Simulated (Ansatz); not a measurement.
PtS2:
```cif
data_Pt4S8
_chemical_formula_sum 'Pt4 S8'
_space_group_name_H-M_alt 'Pca21'
_space_group_IT_number 29
_space_group_name_Hall 'P 2c -2ac'
_cell_length_a 5.86217
_cell_length_b 5.86419
_cell_length_c 5.86900
_cell_angle_alpha 90.000
_cell_angle_beta 90.000
_cell_angle_gamma 90.000
loop_
_atom_site_label
_atom_site_type_symbol
_atom_site_symmetry_multiplicity
_atom_site_Wyckoff_symbol
_atom_site_fract_x
_atom_site_fract_y
_atom_site_fract_z
_atom_site_occupancy
Pt1 Pt 4 a 0.99958 0.24394 0.21226 1
S1 S 4 a 0.36624 0.11438 0.34456 1
S2 S 4 a 0.15326 0.59985 0.05618 1
```

Relaxed at zero pressure with plane-wave PAW r²SCAN (Ansatz code).

### Question
The volume is lowered by 3 % and shape and atoms relax at that volume. What pressure results, and how do the axes share the change?

### Answer
4.7 GPa; a -1.1 %, b -1.0 %, c -0.9 %; the energy rises by 7 meV/atom.

### Question
Give the new structure.

### Answer

Space group Pca2₁ (No. 29); a = 5.800 Å, b = 5.803 Å, c = 5.814 Å, α = β = γ = 90.00°

| atom | site | symmetry | x | y | z |
|---|---|---|---|---|---|
| Pt | 4a | 1 | 0.5002 | 0.2433 | 0.7138 |
| S | 4a | 1 | 0.3683 | 0.1163 | 0.3441 |
| S | 4a | 1 | 0.1552 | 0.5982 | 0.0552 |

The phase is kept; no other phase was compared at this pressure.

Space group Pca2_1. The start of the workflow was typed in or built on a structure type; neither database checked (COD, Materials Project) lists it. COD files the formula under space group No. 164. Its standing as an ambient phase is unchecked. Symmetry was held in the r²SCAN relaxation; its stability against distortions is not shown here. No spin polarisation was allowed. Scalar-relativistic: spin–orbit coupling is off unless named, which matters more the heavier the elements.

Potentials: the earlier of the program's two PAW sets. The files were generated under PBE; for other functionals the program regenerates the frozen cores, and for LDA and PBEsol the local potential too.
